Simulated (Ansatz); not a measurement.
Notes on Rb

```
CELL_PARAMETERS angstrom
-2.82955 2.82955 2.82955
2.82955 -2.82955 2.82955
2.82955 2.82955 -2.82955
ATOMIC_POSITIONS crystal
Rb 0.00000 0.00000 0.00000
```

Method: r2SCAN, no spin polarisation; PAW, plane waves to 500 eV, 8×8×8 Γ-centred mesh, fermi-dirac occupations (width 0.1 eV) (Ansatz 0.2.0), atoms fixed.

Problem. Is there a gap?

Solution. It is a metal, with about 0.91 states/eV a cell as the mean within 0.25 eV of the Fermi level, mostly Rb s (86 %).

Problem. Is the cell too large or too small?

Solution. The pressure is 0.1 GPa (compression positive), so with the atoms held at these fractions the cell is close to zero pressure.

Problem. What do density and ELF say about some of the short contacts?

Solution. Rb–Rb at 4.90 Å: least valence density 0.01 e/Å³ and ELF 0.16 there, so no covalent bond. These are pseudo-fields; inside the PAW spheres they differ from the all-electron ones.

Origin: a database entry at a rescaled volume.
